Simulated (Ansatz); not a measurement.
Values for one crystal, relaxed and computed with DFT-PBEsol in the program Ansatz with PAW potentials; other levels are named.

```yaml
volume_per_atom: 17.26 Å³
electronic_character: metallic (no gap)
Pressure derivative B′: 4.3
mechanical_stability: stable (all eigenvalues of C positive)
Poisson's ratio: 0.37
Gap with spin–orbit coupling: none (metallic)
Young's modulus: 152 GPa
```

Q: Which compound is it?
A) Nb3Au, Cmmm (Nb on 4l, Nb on 2d, Au on 2a)
B) CuAu, L1₀ or tetragonal B2
C) LiAu3, Cu3Au type
D) NbRu, CsCl type

A: A, Nb3Au, Cmmm (Nb on 4l, Nb on 2d, Au on 2a)

The first step of the workflow began from a Materials Project structure, measured or hypothetical; the Crystallography Open Database copy checked does not list it. COD files the formula under space group No. 223. With Nb and Au taken as one species the cell has the higher symmetry I4/mmm, so it may be an ordered model of a mixed-site phase. Its standing as an ambient phase is unchecked. The cell was relaxed with PBEsol under the symmetry of its start; its stability against distortions is not shown here. No spin polarisation was allowed. Scalar-relativistic: spin–orbit coupling is off unless named, which matters more the heavier the elements.

Potentials: the later of the program's two PAW sets.
